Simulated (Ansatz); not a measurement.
Te:
```
Te
1.0
    3.14964     0.00000     0.00000
    0.00000     3.14964     0.00000
    0.00000     0.00000     3.14964
Te
1
Direct
  0.00000   0.00000   0.00000
```

Relaxed with PBEsol. Special points in fractions of this cell's reciprocal vectors: Γ (0.000, 0.000, 0.000); X (0.000, 0.500, 0.000); M (0.500, 0.500, 0.000); R (0.500, 0.500, 0.500).

Question: List the band energies nearest the Fermi level at these points for DFT-PBEsol in the program Ansatz with PAW potentials.

Answer: In eV from the Fermi level; about four levels below and three above (degenerate sets whole), none deeper than 8.9 eV; … stands for higher levels left out; points with the same levels are listed once.

```csv
k,below,above
Γ,–,1.14 1.14 1.14
X,-6.42,2.62 2.62 8.00
M,-4.74 -4.74,1.76 4.06 11.40
R,-8.28 -3.21 -3.21 -3.21,…
```

Space group Pm-3m (simple cubic). The start of the workflow was typed in or built on a structure type; neither database checked (COD, Materials Project) lists it. It is not the phase usual at ambient conditions (space group No. 152). The PBEsol relaxation kept the symmetry of its start; its stability against distortions is not shown here. Spin–orbit coupling is left out wherever it is not named.

Potentials: the earlier of the program's two PAW sets. The files were generated under PBE; for other functionals the program regenerates the frozen cores, and for LDA and PBEsol the local potential too.
